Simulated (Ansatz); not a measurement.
Pb$_{2}$Au:
```cif
data_Au2Pb4
_chemical_formula_sum 'Au2 Pb4'
_space_group_name_H-M_alt 'P 1'
_space_group_IT_number 1
_cell_length_a 5.96907
_cell_length_b 5.96907
_cell_length_c 5.96907
_cell_angle_alpha 103.405
_cell_angle_beta 103.405
_cell_angle_gamma 122.435
loop_
_space_group_symop_operation_xyz
  'x, y, z'
loop_
_atom_site_label
_atom_site_type_symbol
_atom_site_fract_x
_atom_site_fract_y
_atom_site_fract_z
_atom_site_occupancy
Au1 Au 0.75000 0.75000 0.00000 1
Au2 Au 0.25000 0.25000 0.00000 1
Pb1 Pb 0.16039 0.66039 0.82078 1
Pb2 Pb 0.66039 0.83961 0.50000 1
Pb3 Pb 0.83961 0.33961 0.17922 1
Pb4 Pb 0.33961 0.16039 0.50000 1
```

Relaxed with r²SCAN.

### Question
Which orbitals make up the states near the Fermi level in DFT-r²SCAN in the program Ansatz with PAW potentials?

### Answer
Within 0.5 eV of the Fermi level: Pb 6p 75 %, Pb 6s 8 %, Au 5d 7 %. Projections are on Löwdin-orthogonalised atomic valence shells; empty p or d shells of many metals are not among them.

### Question
Tabulate the density of states.

### Answer
States/eV per cell of 6 atoms, in 0.25 eV bins, energy from the Fermi level.

```tsv
E (eV)	total	Pb 6p	Au 5d	Au 6s
-7.85	1.95	0.10	0.30	0.03
-7.60	0.87	0.02	0.14	0.01
-7.35	0.06	0.00	0.01	0.00
-7.10	0.06	0.02	0.02	0.02
-6.85	0.22	0.06	0.08	0.07
-6.60	0.50	0.10	0.23	0.12
-6.35	1.90	0.18	1.31	0.28
-6.10	1.54	0.16	1.08	0.23
-5.85	1.12	0.16	0.74	0.17
-5.60	4.33	0.57	3.52	0.17
-5.35	6.70	1.25	5.03	0.27
-5.10	9.03	1.64	6.67	0.44
-4.85	12.63	1.67	10.26	0.36
-4.60	13.44	1.17	11.73	0.17
-4.35	10.38	0.73	9.02	0.17
-4.10	9.79	0.61	8.34	0.25
-3.85	5.23	0.24	4.63	0.10
-3.60	6.51	0.29	5.81	0.17
-3.35	2.81	0.79	1.27	0.37
-3.10	2.99	1.10	0.94	0.48
-2.85	2.00	0.90	0.50	0.30
-2.60	1.75	0.90	0.37	0.22
-2.35	1.51	1.02	0.26	0.10
-2.10	2.85	1.86	0.54	0.16
-1.85	5.17	3.26	1.09	0.26
-1.60	2.32	1.63	0.35	0.09
-1.35	2.26	1.72	0.20	0.08
-1.10	3.11	2.20	0.27	0.18
-0.85	3.35	2.28	0.32	0.24
-0.60	2.46	1.72	0.20	0.18
-0.35	2.24	1.64	0.17	0.11
-0.10	2.11	1.59	0.15	0.09
0.15	2.24	1.68	0.15	0.10
0.40	2.53	1.90	0.15	0.12
0.65	2.33	1.75	0.13	0.13
0.90	2.32	1.71	0.12	0.15
1.15	2.30	1.65	0.11	0.20
1.40	2.44	1.73	0.11	0.26
1.65	2.97	2.06	0.13	0.38
1.90	3.43	2.34	0.14	0.49
2.15	3.36	2.37	0.12	0.42
2.40	2.40	1.69	0.09	0.31
2.65	2.67	1.93	0.09	0.31
2.90	3.79	2.82	0.12	0.38
3.15	3.41	2.53	0.11	0.36
3.40	3.44	2.55	0.10	0.38
3.65	4.78	3.52	0.12	0.58
3.90	4.00	2.99	0.09	0.47
4.15	5.03	3.77	0.10	0.55
4.40	5.22	3.94	0.09	0.57
4.65	4.27	3.31	0.06	0.35
```

Space group I4/mcm. The workflow started from an entry of the Crystallography Open Database (COD). Whether it is the stable phase at ambient conditions was not checked. Symmetry was held in the r²SCAN relaxation; whether a distortion lowers the energy is not shown. Spin–orbit coupling is left out wherever it is not named.

Potentials: the later of the program's two PAW sets.
